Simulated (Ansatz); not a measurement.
Starting structure of a cell relaxation (symmetry kept):

Space group Pm-3m (No. 221). a = 3.924 Å, b = 3.924 Å, c = 3.924 Å, α = 90.00°, β = 90.00°, γ = 90.00°
| atom | site | symmetry | x | y | z |
| --- | --- | --- | --- | --- | --- |
| Al | 3c | 4/mm.m | 0.0000 | 0.5000 | 0.5000 |
| Cu | 1a | m-3m | 0.0000 | 0.0000 | 0.0000 |

All numbers below come from DFT r2SCAN, scalar-relativistic, plane waves, PAW in Ansatz.

Cutoff 500 eV; k points 12×12×12 on the computed 4-atom cell (Γ-centred); Gaussian smearing, width 0.10 eV; no spin polarisation.

Problem. What does it relax to?

Solution. The volume goes down by 0.40 Å³/atom to 14.71 Å³/atom, and the energy falls by 3.5 meV/atom. Final structure:
```yaml
crystal:
  lattice:
    - [3.88912, 0.00000, 0.00000]
    - [0.00000, 3.88912, 0.00000]
    - [0.00000, 0.00000, 3.88912]
  atoms:
    - { symbol: Al, position: [0.00000, 0.50000, 0.50000] }
    - { symbol: Al, position: [0.50000, 0.00000, 0.50000] }
    - { symbol: Al, position: [0.50000, 0.50000, 0.00000] }
    - { symbol: Cu, position: [0.00000, 0.00000, 0.00000] }
```